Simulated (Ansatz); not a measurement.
# Electric field gradients in HfO2

The cell is a computed structure from the Materials Project (it need not be an observed phase), taken as it stands.

```
Hf O
1.0
     3.55802    0.00000    0.00000
     0.00000    3.55802    0.00000
     0.00000    0.00000    5.17186
Hf O
2 4
Direct
  0.50000 0.50000 0.50000
  0.00000 0.00000 0.00000
  0.00000 0.50000 0.69721
  0.50000 0.00000 0.80279
  0.50000 0.00000 0.30279
  0.00000 0.50000 0.19721
```

Atom numbers follow the list; atoms alike are taken as one site, whose name carries the number of the first.

All values are calculated (Ansatz; DFT, PBE, plane waves and PAW, scalar-relativistic, 420 eV cutoff, Γ-centred 5×5×4 k-points, Fermi–Dirac smearing 0.02 eV), not measured.

C_Q = eQV_zz/h, which is 24.18 MHz for Q = 1 b and V_zz = 10²¹ V/m²; η = (V_xx − V_yy)/V_zz. Directions are in the Cartesian axes of the cell vectors above, for the atom listed; none is given where the gradient is under 0.02 or η is above 0.95.

Problem. Give the quadrupolar parameters of the distinct sites.

Solution. 

```csv
site,first atom,first shell,V_zz (10²¹ V/m²),η,"direction of V_zz (x, y, z)"
Hf,1,8 O at 2.05–2.37 Å,14.78,0.00,0.00 0.00 1.00
O,3,4 Hf at 2.05–2.37 Å,0.89,0.00,0.00 1.00 0.00
```

An axis of threefold or higher order runs through Hf, so V_zz lies along it and η is zero.

At this cell the PBE pressure is 10 GPa, so with PBE the cell would grow if it were relaxed. The entry's cell may itself be off. Without spin–orbit coupling the gradients at and beside Hf can be off by some per cent, at some sites by more.

The run took 6 s of wall time (6 s of CPU time) and 0.42 GiB at its peak, on 1 thread of Arm Neoverse V1 (aarch64; 8 cores open to the job, memory cap 3.0 GiB, no GPU), a shared host with a load of 0.3 a core.
